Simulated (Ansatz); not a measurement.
Ag$_{2}$HgI$_{4}$ in space group I-4 (No. 82; Hg on 2a, Ag on 2b, I on 8g, Ag on 2c), LDA in the plane-wave PAW code Ansatz. The conduction-band minimum lies at Γ, with 1 equivalent valley. Second derivatives d²E/dk² of the lowest band at one valley (eV·Å²), along Cartesian directions:

| direction | d²E/dk² |
|---|---|
| [100] | 48.64 |
| [010] | 48.64 |
| [001] | 42.88 |
| [110] | 48.60 |
| [101] | 45.72 |
| [011] | 45.72 |

Problem. Find the principal effective masses, the density-of-states mass and the conductivity mass.

Solution. Off-diagonal terms follow from H_xy = H[110] − (H_xx + H_yy)/2, and m*/mₑ = 7.620 eV·Å² over each eigenvalue: 0.16, 0.16, 0.18. One valley's DOS mass (m₁m₂m₃)^(1/3) = 0.16, conductivity mass 3/(Σ 1/mᵢ) = 0.16 mₑ.

Problem. What effective density of states Nc follows at 300 K for parabolic valleys?

Solution. Nc = 2.509e19 × 1 × (0.16)^(3/2) ≈ 1.6e18 cm⁻³.

The workflow started from an entry of the Crystallography Open Database (COD), which files this formula under 2 space groups. Whether it is the stable phase at ambient conditions was not checked. Symmetry was held in the LDA relaxation; its stability against distortions is not shown here. The run is not spin-polarised. Scalar-relativistic: spin–orbit coupling is off unless named, which matters more the heavier the elements.

Potentials: the later of the program's two PAW sets.

Edges and masses are those of Kohn–Sham bands, whose gap is no quasiparticle gap.
